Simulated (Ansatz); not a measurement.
## Phonon spectrum of Si2Ni

Method: DFT PBE, scalar-relativistic, plane waves, PAW in Ansatz. Cutoff 420 eV, 14×14×14 k-points (Γ-centred), Fermi-Dirac smearing of 0.15 eV. No spin polarisation. Phonons by linear response, acoustic sum rule imposed.

Equilibrium structure at this level:
```xyz
3
Lattice="0.0000 2.7235 2.7235 2.7235 0.0000 2.7235 2.7235 2.7235 0.0000" Properties=species:S:1:pos:R:3 pbc="T T T"
Si    1.3618    1.3618    1.3618
Si    4.0853    4.0853    4.0853
Ni    0.0000    0.0000    0.0000
```

It was relaxed at this level from a cell as deposited in COD. In a metal, frequencies and elastic constants depend on the k mesh and the smearing, soft modes and shear constants most. The q mesh is coarse, so values between its points are rough.

Force constants from linear response on a 2×2×2 q mesh.

Task: Is the structure dynamically stable on the q mesh?

Result: Yes, on this mesh: no mode is imaginary.

Task: Give the frequencies (cm⁻¹) at the zone-boundary points of high symmetry (interpolated where a point lies off the q mesh).

Result:
| point | q | frequencies |
| --- | --- | --- |
| X | 0.500 0.000 0.500 | 132 132 241 242 242 249 362 362 393 |
| U | 0.625 0.250 0.625 | 125 185 204 247 250 300 354 355 384 |
| K | 0.375 0.375 0.750 | 125 185 204 247 250 300 354 355 384 |
| L | 0.500 0.500 0.500 | 97 97 250 284 284 331 332 332 370 |
| W | 0.500 0.250 0.750 | 160 182 182 242 259 320 320 370 383 |
